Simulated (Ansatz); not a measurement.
AuCu3-type HfMg₃

Level of theory: DFT, PBE, scalar-relativistic, no spin polarisation; plane waves to 420 eV with PAW datasets (Ansatz 0.2.0), 8×8×8 k-mesh, Gaussian smearing of 0.05 eV. The datasets are Ansatz's generated set soft_2.

```xyz
4
Lattice="4.4352 0.0000 0.0000 0.0000 4.4352 0.0000 0.0000 0.0000 4.4352" Properties=species:S:1:pos:R:3 pbc="T T T"
Hf    0.0000    0.0000    0.0000
Mg    0.0000    2.2176    2.2176
Mg    2.2176    2.2176    0.0000
Mg    2.2176    0.0000    2.2176
```

The start was a prototype's sites filled with these elements, not a measured cell.

The run above is the reference. The same cell was run again with other input settings; several of them aren't fit for production, so the rows show the settings' effect and aren't properties of the material.

```tsv
keys changed	outcome	ΔE (meV/atom)	P (GPa)	gap on the mesh (eV)	cell moment (μB)	largest force component (eV/Å)	SCF iterations	rough core-seconds	new warnings
none (reference)	converged	0.0	0.0	metal	–	0.000	–	–	–
hamiltonian.hubbard: {"sites": [{"species": "Hf", "l": "d", "u_eff": 2.0}], "double_counting": "fll"}; scf.mixing.preconditioner: "ldos"; scf.algorithm: "density_mixing"	converged	–	0.7	metal	–	0.000	9	9	filled band counts differ across k points
scf.occupations.width: 0.05 → null; scf.occupations.method: "gaussian" → "tetrahedron"; basis.ecutwfc: 420 → "29.4 Ry"	converged	-0.5	0.0	metal	–	0.000	7	5	band table not solved further; cutoff below recommended; tetrahedron derivatives may miss energy slope
basis.ecutwfc: 420 → "300 eV"	converged	34.2	0.0	metal	–	0.000	7	2.9	cutoff below recommended
hamiltonian.hubbard: {"sites": [{"species": "Hf", "l": "d", "u_eff": 1.0}], "double_counting": "fll"}; scf.mixing.preconditioner: "kerker_dos"; hamiltonian.xc: "pbe" → "revpbe"	converged	–	1.7	metal	–	0.000	10	7	filled band counts differ across k points
hamiltonian.xc: "pbe" → "pbesol"; hamiltonian.hubbard: {"sites": [{"species": "Hf", "l": "d", "u_eff": 2.0}], "double_counting": "amf"}; scf.convergence.dr2_threshold: 1e-09	converged	–	-1.5	metal	–	0.000	11	8	filled band counts differ across k points; stress scf threshold loose
scf.eigensolver.kind: "davidson"; basis.precision: "f64"	converged	0.0	0.0	metal	–	0.000	8	6	–
```

ΔE is the energy with the smearing extrapolated to zero. It is left out where the change alters the Hamiltonian or the spin treatment. The varied runs start from atomic densities (corrected by the program's trained start where that serves), with the default search for lower states unless a row changes it.

What happens with these changes: scf.occupations.width: 0.05 → null; scf.occupations.method: "gaussian" → "tetrahedron"; scf.convergence.dr2_threshold: 1e-08?

outcome converged, ΔE (meV/atom) -0.5, P (GPa) 0.0, gap on the mesh (eV) metal, largest force component (eV/Å) 0.000, SCF iterations 8, rough core-seconds 5, new warnings band table not solved further; stress scf threshold loose; tetrahedron derivatives may miss energy slope.

2 further runs (cut off, refused for memory, with changed atoms or starts, or in doubt) are left out.

Of the reference: No spin–orbit coupling, a notable omission for heavy elements.
